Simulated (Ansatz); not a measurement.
The calculation used DFT PBE, scalar-relativistic, plane waves, PAW in Ansatz 0.2.0. Settings of the last relaxation (9-atom cell): 420 eV, 10×10×6 k points, Gaussian smearing of 0.02 eV, no spin polarisation.

The zero of energy is the elements' standard structures at the same level (O₂ as a molecule); no fitted shifts are applied. The references include grey tin.

Q: Give a relaxed trial structure of a monoclinic semiconductor made of O, Sn and Ti, with a gap near 1.9 eV, a formation energy near −2.02 eV/atom and a density near 5.61 g/cm³, in a cell of 9 atoms.

A: TiSn2O6, space group C2/m (No. 12). Around Ti lie 6 O at 1.98–2.00 Å; Sn has 6 O at 2.08–2.16 Å; around O on its first site lie 2 Ti at 2.00 Å and 1 Sn at 2.10 Å; O on its second site has 3 Sn at 2.08–2.16 Å; 1 more site not described.

```
CELL_PARAMETERS angstrom
7.46931 -1.56792 0.00000
7.46931 1.56792 0.00000
-0.23124 0.00000 4.82192
ATOMIC_POSITIONS crystal
Ti 0.00000 0.00000 0.50000
Sn 0.34446 0.34446 0.97509
Sn 0.65554 0.65554 0.02491
O 0.44115 0.44115 0.67429
O 0.77395 0.77395 0.78507
O 0.09271 0.09271 0.80623
O 0.90729 0.90729 0.19377
O 0.22605 0.22605 0.21493
O 0.55885 0.55885 0.32571
```

| Item | Value |
| --- | --- |
| Volume per atom | 12.55 Å³ |
| Density | 5.61 g/cm³ |
| Energy over the elements | −2.016 eV/atom |
| Gap on the 10×10×6 mesh of the 9-atom cell | 1.89 eV |

It was reached by relaxing an invented guess, and it needn't be the stable form of this composition. The answer needn't be unique; the calculation gave this one.

Kohn–Sham gaps at this level usually fall short of measured ones. A later test with randomly moved atoms ended 4 meV/atom lower, in C2 at a loose tolerance, which is no clear verdict on its stability.
